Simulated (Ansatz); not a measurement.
**CoO: checking dH/dP = V**

Method: DFT PBE+U, scalar-relativistic, plane waves, PAW (Ansatz). Run with 420 eV cutoff, 12×12×12 k-mesh, Gaussian smearing of 0.02 eV, collinear spin, U_eff Co 3.32 eV on d shells.

Reference structure (relaxed):

```yaml
crystal:
  lattice:
    - [1.53675, 0.88724, 2.47350]
    - [-1.53675, 0.88724, 2.47350]
    - [0.00000, -1.77448, 2.47350]
  atoms:
    - { symbol: Co, position: [0.00000, 0.00000, 0.00000] }
    - { symbol: O, position: [0.50000, 0.50000, 0.50000] }
```

Cell and atoms were relaxed at each target pressure within the start's symmetry (R-3m), at zero temperature; other phases can be more stable under pressure. H = E + PV with P the target; E is the free energy at the smearing used, whose derivative the pressure is, per atom and counted from zero pressure.

With moments and this functional the run may sit in a state above the lowest one.

| P (GPa) | V (Å³/atom) | E − E0 (meV) | H − H0 (meV) |
| --- | --- | --- | --- |
| 0 | 10.118 | 0.0 | 0.0 |
| 3 | 9.948 | 1.6 | 187.9 |
| 8 | 9.694 | 10.2 | 494.2 |
| 15 | 9.387 | 32.1 | 910.9 |
| 30 | 8.866 | 104.2 | 1764.3 |
| 60 | 8.136 | 304.3 | 3351.3 |

**Question.** Thermodynamics gives dH/dP = V along a relaxed path. Integrate V over P by the trapezoid rule and compare with the computed enthalpies.

**Answer.** With 1 eV/Å³ = 160.22 GPa, each step adds the mean volume times ΔP / 160.22:
```
P (GPa)  ∫V dP (meV) H − H0 (meV) difference (meV)
      3        187.9         187.9               0.0
      8        494.3         494.2               0.1
     15        911.2         910.9               0.3
     30       1765.6        1764.3               1.4
     60       3357.4        3351.3               6.1
```

V(P) curves upward, so the trapezoid rule runs high; integrating a smooth curve through the same points puts that excess at about 6.2 meV at 60 GPa, against the 6.1 meV found.

**Question.** At 60 GPa, how much of the enthalpy change is stored energy and how much is the PV term?

**Answer.** E rises by 304 meV/atom and PV is 60 × 8.136 / 160.22 = 3047 meV/atom, so PV makes 91 % of ΔH. So between rival structures at high pressure a small difference in volume can outweigh the difference in energy: 1 % of this volume is worth 30.5 meV/atom at this pressure.

**Question.** What bulk modulus do the lowest pressures give?

**Answer.** From the pressures that the runs reached, -3.05 GPa (10.312 Å³) and 3.00 GPa (9.948 Å³), B = −ΔP/Δln V = 6.05 / 0.0359 = 169 GPa, a mean over that range.

**Question.** The gap is 1.100 eV at -3.05 GPa and 1.230 eV at 3.00 GPa. What pressure coefficient and volume deformation potential follow?

**Answer.** dE_g/dP = 21.4 meV/GPa, and a_V = dE_g/d ln V = −B dE_g/dP = -3.62 eV. If the edges move to other points of the zone within the range, this is a mean of two slopes. Gaps are Kohn–Sham gaps over the whole zone.